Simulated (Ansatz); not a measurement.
All numbers below come from Ansatz, DFT PBE+D3(BJ), scalar-relativistic, plane waves, PAW. Settings: cutoff 420 eV, Γ-centred meshes spaced at most about 0.3 Å⁻¹, and about 0.25 Å⁻¹ or finer for metals (2π included), Gaussian smearing. No spin polarisation in the final relaxations.

These are static total energies at zero pressure.

Two relaxed structures of BiAs:

A.

```yaml
crystal:
  lattice:
    - [4.04847, 0.00000, 0.00000]
    - [-2.02424, 3.50608, 0.00000]
    - [0.00000, 0.00000, 8.63503]
  atoms:
    - { symbol: Bi, position: [0.00000, 0.00000, 0.71134] }
    - { symbol: Bi, position: [0.00000, 0.00000, 0.28866] }
    - { symbol: As, position: [0.33333, 0.66667, 0.88889] }
    - { symbol: As, position: [0.66667, 0.33333, 0.11111] }
```

B.

```yaml
crystal:
  lattice:
    - [2.07610, 1.19863, 7.40996]
    - [-2.07610, 1.19863, 7.40996]
    - [0.00000, -2.39727, 7.40996]
  atoms:
    - { symbol: Bi, position: [0.39248, 0.39248, 0.39248] }
    - { symbol: Bi, position: [0.60752, 0.60752, 0.60752] }
    - { symbol: As, position: [0.12524, 0.12524, 0.12524] }
    - { symbol: As, position: [0.87476, 0.87476, 0.87476] }
```

Problem. Which form is favoured at zero pressure, and by what margin per atom?

Solution. B is lower, by 67 meV/atom. A has space group P-3m1 (No. 164), 30.6 Å³/atom and no gap on its mesh; B has space group R-3m (No. 166), 27.7 Å³/atom and no gap. The denser one is the lower, and pressure would at first widen the difference. In A, around Bi lie 3 As at 2.80 Å; around As lie 3 Bi at 2.80 Å and 3 As at 3.02 Å. In B, Bi is surrounded by 3 As at 2.81 Å; around As lie 3 Bi at 2.81 Å and 3 As at 3.02 Å. Both come from invented guesses.

These runs have no spin–orbit coupling, which can matter for Bi. The zero gap of P-3m1, R-3m may come from the functional, which often closes small gaps. Cells relaxed within their symmetry can be saddle points. The R-3m cell of BiAs came from shaking the P-3m1 one.
